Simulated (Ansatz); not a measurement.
# Field gradients against strain in SnTe

```xyz
2
Lattice="0.0000 3.1565 3.1565 3.1565 0.0000 3.1565 3.1565 3.1565 0.0000" Properties=species:S:1:pos:R:3 pbc="T T T"
Sn    0.0000    0.0000    0.0000
Te    3.1565    3.1565    3.1565
```

Atoms are numbered in the order listed.

The cell is COD entry 9008726, as deposited and not checked against the literature; nothing was relaxed.

Computed with DFT, PBEsol, all-electron PAW with datasets made for the crystal, scalar-relativistic in Ansatz 0.2.0.

The runs use a Γ-centred 11×11×11 k mesh, Fermi–Dirac smearing of 0.08 eV, cutoff 240 eV (chosen by the program for this cell), no spin polarisation.

The strain is applied along the Cartesian axes of the cell as listed (the other components stay zero). Fractional coordinates are held (clamped ions).

The columns are Cartesian components of the electric field gradient at the nuclei, in 10²¹ V/m².

Spin–orbit coupling is left out, which moves gradients at and beside heavy atoms by some per cent and at worst by a factor of two.

Only quantities that a quadratic follows smoothly over the whole series are listed; rougher ones are left out.

```tsv
εxx = εyy	Vzz at Sn1	Vzz at Te2
-0.0200	3.01	0.76
-0.0100	1.52	0.37
0.0000	0.00	0.00
0.0200	-3.04	-0.60
```

Question: Fit the series and give the gradient–strain slopes.

Answer: Least-squares fits y = p0 + p1 x + p2 x² to the rows give Vzz at Sn1: p1 = -151, p2 = -48; Vzz at Te2: p1 = -34.1, p2 = 190. The slopes p1 are in 10²¹ V/m² per unit strain, for clamped ions.

Question: One run, at εxx = εyy = 0.0100, is withheld. Predict its row.

Answer: The fits give -1.51, -0.32; the run gave -1.53, -0.32.
